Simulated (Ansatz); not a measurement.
Input:

B₂Ru:
Space group P6/mmm (No. 191); a = b = 3.0060 Å, c = 3.2312 Å, α = β = 90.00°, γ = 120.00°

| atom | site | symmetry | x | y | z |
|---|---|---|---|---|---|
| Ru | 1a | 6/mmm | 0.0000 | 0.0000 | 0.0000 |
| B | 2d | -6m2 | 0.3333 | 0.6667 | 0.5000 |

This is the PBEsol-relaxed structure.

**Question.** All from the program Ansatz at the PBEsol level (PAW), unless another level is named. Predict the electronic character.

**Answer.** metallic (no gap).

**Question.** Next, the formation energy from the elements (no fitted shifts)?

**Answer.** 0.13 eV/atom.

**Question.** Next, the density of states at the Fermi level?

**Answer.** 0.63 states/eV per atom (mean over ±0.08 eV).

**Question.** What about the gap with spin–orbit coupling?

**Answer.** none (metallic).

The cell is a constructed one: a structure type filled with these elements; neither database checked (COD, Materials Project) lists it. COD files the formula under space group No. 59. Whether it is the stable phase at ambient conditions was not checked. The PBEsol relaxation kept the symmetry of its start; its stability against distortions is not shown here. The run is not spin-polarised. The references are the lowest solids computed at this level, not always the standard phases. Scalar-relativistic: spin–orbit coupling is off unless named, which matters more the heavier the elements.

Potentials: the earlier of the program's two PAW sets. The files were generated under PBE; for other functionals the program regenerates the frozen cores, and for LDA and PBEsol the local potential too.
